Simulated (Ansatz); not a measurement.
Is this Zr3TiSi8 structure a true minimum?

The cell was found from a structure generator's guess, not taken from experiment.

All numbers below come from Ansatz 0.2.0, DFT PBE, scalar-relativistic, plane waves, PAW. Settings: cutoff 420 eV, Γ-centred mesh 6×10×10 on the computed 12-atom cell, Gaussian smearing of 0.10 eV; no spin polarisation.

The cell below (12 atoms, space group Amm2 (No. 38)) is relaxed within its symmetry.

```
CELL_PARAMETERS angstrom
7.30478 0.00000 0.00000
0.00000 1.83510 7.26025
0.00000 -1.83510 7.26025
ATOMIC_POSITIONS crystal
Zr 0.00000 0.10346 0.10346
Zr 0.25140 0.89414 0.89414
Zr 0.74860 0.89414 0.89414
Ti 0.50000 0.10515 0.10515
Si 0.00000 0.44950 0.44950
Si 0.50000 0.44898 0.44898
Si 0.25772 0.55900 0.55900
Si 0.74228 0.55900 0.55900
Si 0.00000 0.74876 0.74876
Si 0.50000 0.74397 0.74397
Si 0.25432 0.24694 0.24694
Si 0.74568 0.24694 0.24694
```

For the test it was strained at random (σ = 1.5 % a component), the atoms were moved at random (σ = 0.10 Å), and all was relaxed again on a coarse 6×4×6 mesh (in the run’s order of axes) with 0.20 eV smearing, with no symmetry imposed.

Problem. What happens?

Solution. It returns, within 1 meV/atom of the unmoved cell on that mesh and with the same symmetry when read at 0.1 Å. No instability shows in this cell; modes of other wave vectors, which need another repeat, aren't tested.
